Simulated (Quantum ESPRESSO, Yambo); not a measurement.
## G0W0 results for AlSb at +0.5 % isotropic strain

```xyz
2
Lattice="0.0000 3.0929 3.0929 3.0929 0.0000 3.0929 3.0929 3.0929 0.0000" Properties=species:S:1:pos:R:3 pbc="T T T"
Al     0.0000     0.0000     0.0000
Sb     1.5465     1.5465     1.5465
```

The PBEsol cell relaxed from Materials Project entry mp-2624 was given an isotropic strain of +0.5 % on all lattice vectors, and the atoms were relaxed again.

Starting point: norm-conserving PBE (stringent potentials; Quantum ESPRESSO, 100 Ry, without SOC). G0W0 in Yambo: 4×4×4 Γ-centred k mesh, bands 5 to 256 and a 15 Ry block in the screening, 256 bands in G with the Bruneval-Gonze terminator, plasmon pole fitted at 27.2 eV.

```json
{
 "PBE gap along the band path": "1.24 eV",
 "PBE gap between the mesh's edge points (Γ → X)": "1.27 eV",
 "G0W0 gap between the same points": "1.75 eV",
 "PBE smallest direct gap on the mesh (at Γ)": "1.42 eV",
 "G0W0 direct gap at that point": "2.19 eV"
}
```

```tsv
k point	band	E PBE (eV)	E QP (eV)	shift (eV)	Z
Γ	VB	0.00	-0.72	-0.72	0.79
Γ	CB	1.42	1.47	0.05	0.79
L	VB	-0.89	-1.67	-0.78	0.78
L	CB	1.29	1.19	-0.10	0.79
X	VB	-2.14	-2.99	-0.85	0.77
X	CB	1.27	1.03	-0.24	0.80
```

Energies count from the PBE valence-band maximum.

Convergence of the G0W0 settings was not tested.

Spin-orbit coupling is left out, which matters for elements this heavy: edges can move by tenths of an eV.
